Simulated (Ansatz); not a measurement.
# Ir (hcp): energy against volume

Computed with DFT, r2SCAN, plane waves (500 eV) with PAW, scalar-relativistic (Ansatz). (PAW data from PBE, frozen cores regenerated.)

The cell is scaled uniformly from the relaxed one, with fractional coordinates and shape fixed. Energies are extrapolated to zero smearing, pressures are those at the given smearing. Magnetic state: spin not included.

A Birch-Murnaghan fit gives V₀ = 14.26 Å³/atom, B₀ = 373 GPa, B₀′ = 5.1.

Problem. What are the energy above the minimum and the pressure at 12.566 Å³/atom?

Solution. 302.9 meV/atom and 65.27 GPa as computed.

Problem. What are the energy above the minimum and the pressure at 14.851 Å³/atom?

Solution. 26.2 meV/atom and -13.31 GPa as computed.

Problem. What are the energy above the minimum and the pressure at 15.993 Å³/atom?

Solution. 194.3 meV/atom and -31.57 GPa as computed.
